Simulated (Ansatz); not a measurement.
One stationary structure of SnSe. Space group Fm-3m (No. 225), rock salt type. Calculation: PBEsol (plane waves to 420 eV, PAW, scalar-relativistic; Ansatz, a quantum-chemistry and plane-wave program).

```cif
data_Se4Sn4
_chemical_formula_sum 'Se4 Sn4'
_space_group_name_H-M_alt 'Fm-3m'
_space_group_IT_number 225
_space_group_name_Hall '-F 4 2 3'
_cell_length_a 5.95052
_cell_length_b 5.95052
_cell_length_c 5.95052
_cell_angle_alpha 90.000
_cell_angle_beta 90.000
_cell_angle_gamma 90.000
loop_
_atom_site_label
_atom_site_type_symbol
_atom_site_symmetry_multiplicity
_atom_site_Wyckoff_symbol
_atom_site_fract_x
_atom_site_fract_y
_atom_site_fract_z
_atom_site_occupancy
Se1 Se 4 b 0.50000 0.50000 0.50000 1
Sn1 Sn 4 a 0.00000 0.00000 0.00000 1
```
(The calculation used a cell of 2 atoms; values per cell refer to that cell.)

```json
{
 "volume_per_atom": "26.34 Å³",
 "band_gap": "no clear gap: the sampled points leave 0.15 eV away from the symmetry points, which may be a band crossing missed between them",
 "smallest_direct_gap": "0.15 eV at k = (0, 0.0714, -0.4286)",
 "shortest_distances": "Se–Sn 2.98 Å",
 "k-mesh": "14×14×14"
}
```

No spin polarisation in the result.

The run could not lose the symmetry of its start.

The first start was generated by a random draw of sites in a space group. A measured structure of SnSe has the same space group, Fm-3m (No. 225); the sites were not compared with it. Another known form has space group No. 62.
